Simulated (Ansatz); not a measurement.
Start of a relaxation of HgRu:

```xyz
2
Lattice="0.0000 3.0098 3.0098 3.0098 0.0000 3.0098 3.0098 3.0098 0.0000" Properties=species:S:1:pos:R:3 pbc="T T T"
Hg    0.0000    0.0000    0.0000
Ru    4.5148    4.5148    4.5148
```

Method: Ansatz, DFT PBE, scalar-relativistic, plane waves, PAW. Cutoff 420 eV, Gaussian smearing, Γ-centred meshes. Cell and atoms relax on a converged mesh. In metals the finer mesh still leaves noise of several meV/atom or more. The steps can't lower the symmetry of their start. No spin polarisation.

A guess keeps its type if space group and coordination stay and the shape of the cell changes little (axis ratios within about 15 %, angles within 6°); the volume may change.

**Question.** Does it keep its structure type, or change into something else?

**Answer.** It keeps its type: symmetry leaves only the cell edge free. The symmetry stays F-43m (No. 216). The end has the zinc blende type. The volume per atom stays near 27.2 Å³. The shortest distance stays 2.61 Å (Hg–Ru). Counting neighbours within 15 % of an atom's shortest distance, the start has Hg 4, Ru 4 and the end Hg 4, Ru 4.

The zero of energy is the elements' standard structures at the same level; no fitted shifts are applied. The references include crystalline Hg.

**Question.** At what energy does it end?

**Answer.** +1.99 eV/atom. A positive value: parting into the elements would lower its energy.

The last run used a 16×16×16 mesh for its 2-atom cell and Gaussian smearing of 0.10 eV. These runs have no spin–orbit coupling, which can matter for Hg. The cell is a metal run without spin; a magnetic state may lie lower. A structure relaxed within its symmetry needn't be a true minimum.
